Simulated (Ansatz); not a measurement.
Input:

NiSb:
```
CELL_PARAMETERS angstrom
      3.21223     0.00000     0.00000
      0.00000     3.21223     0.00000
      0.00000     0.00000     3.21223
ATOMIC_POSITIONS crystal
  Ni 0.00000 0.00000 0.00000
  Sb 0.50000 0.50000 0.50000
```

This is the PBEsol-relaxed structure.

All from DFT-PBEsol in the program Ansatz with PAW potentials, unless another level is named. Estimate the Young's modulus.

31.3 GPa.

What about the highest zone-centre frequency?

8.8 meV.

Space group Pm-3m (CsCl type). The cell is a constructed one: a structure type filled with these elements; neither database checked (COD, Materials Project) lists it. COD files the formula under space group No. 194. Its standing as an ambient phase is unchecked. Symmetry was held in the PBEsol relaxation; whether a distortion lowers the energy is not shown. The workflow began spin-polarised and lost its moments. Spin–orbit coupling is left out wherever it is not named.

Potentials: the earlier of the program's two PAW sets. The files were generated under PBE; for other functionals the program regenerates the frozen cores, and for LDA and PBEsol the local potential too.
